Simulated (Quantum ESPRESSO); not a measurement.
## Ca2ZnAlF7O (convergence and cost over cutoff and k mesh)

Computed values, not a measurement. The program is pw.x of Quantum ESPRESSO 7.5 (plane-wave density functional theory). The cell is made up: 12 atoms on a fluorite lattice, with randomly drawn elements, strain and displacements, not relaxed. PseudoDojo standard norm-conserving files (v0.5 for PBE, v0.4.1 for LDA and PBEsol) set the functional; there is no spin polarisation, spin-orbit coupling or dispersion term, and the masses in the input are unused placeholders.

Input of the run in row 4:

```
&control calculation='scf', pseudo_dir='./dojo.nc.sr.pbe.v0_5.standard.upf', outdir='./o', disk_io='medium', tprnfor=.true., tstress=.true. /
&system ibrav=0, nat=12, ntyp=5, nbnd=55, ecutwfc=84.00895049, nosym=.true., tot_charge=0,
 occupations='smearing', smearing='fd', degauss=0.0018374661
/
&electrons conv_thr=7.350e-09, electron_maxstep=60, /
ATOMIC_SPECIES
Al 1.0 Al.upf
Ca 1.0 Ca.upf
F 1.0 F.upf
O 1.0 O.upf
Zn 1.0 Zn.upf
CELL_PARAMETERS angstrom
5.4602 0.0 0.0
0.0 5.4602 0.0
0.0 0.0 5.4602
ATOMIC_POSITIONS angstrom
Ca 0.0202 -0.0866 -0.0891
Zn -0.0808 2.595 2.9061
Al 2.7461 -0.0363 2.7494
Ca 2.7975 2.8054 0.0144
F 1.3358 1.3409 1.2576
F 1.2994 1.433 4.1914
F 1.3432 3.9342 1.2454
F 1.4889 4.1314 4.1601
F 4.0502 1.316 1.4553
O 4.0085 1.2078 4.1753
F 4.1512 4.1683 1.4284
F 4.1166 4.0823 4.0243
K_POINTS automatic
4 4 4 1 1 1
```

The same cell was run at these settings. Meshes are shifted by half a step, and differences are from the last row, which is itself not exact.

| cutoff (eV) | k mesh | k points solved | threshold (eV) | free energy less the last row's (eV) | pressure (GPa) | largest stress difference (GPa) | largest force difference (eV/Å) | iterations | wall time (s) | k-point pools | processor |
| --- | --- | --- | --- | --- | --- | --- | --- | --- | --- | --- | --- |
| 800 | 2 x 2 x 2 | 4 | 1e-04 | 3.079 | -34.20 | 25.59 | 0.064 | 11 | 87 | 1 | AMD EPYC, Zen 5 class |
| 1143 | 2 x 2 x 2 | 4 | 1e-07 | -0.046 | -8.69 | 0.09 | 0.015 | 14 | 146 | 1 | AMD EPYC, Zen 5 class |
| 639 | 4 x 4 x 4 | 32 | 1e-07 | 27.815 | -146.93 | 138.43 | 0.387 | 14 | 331 | 1 | AMD EPYC, Zen 5 class |
| 1143 | 4 x 4 x 4 | 32 | 1e-07 | 0.003 | -8.64 | 0.01 | 0.001 | 14 | 838 | 1 | AMD EPYC, Zen 5 class |
| 1437 | 6 x 6 x 6 | 108 | 1e-07 | 0.000 | -8.63 | 0.00 | 0.000 | 14 | 408 | 4 | AMD EPYC, Zen 5 class |

Each pool is one process. Wall times include start-up and a band step at six k points, which weighs most on the coarsest meshes. The runs were on shared virtual cores whose load varied, so times are rough.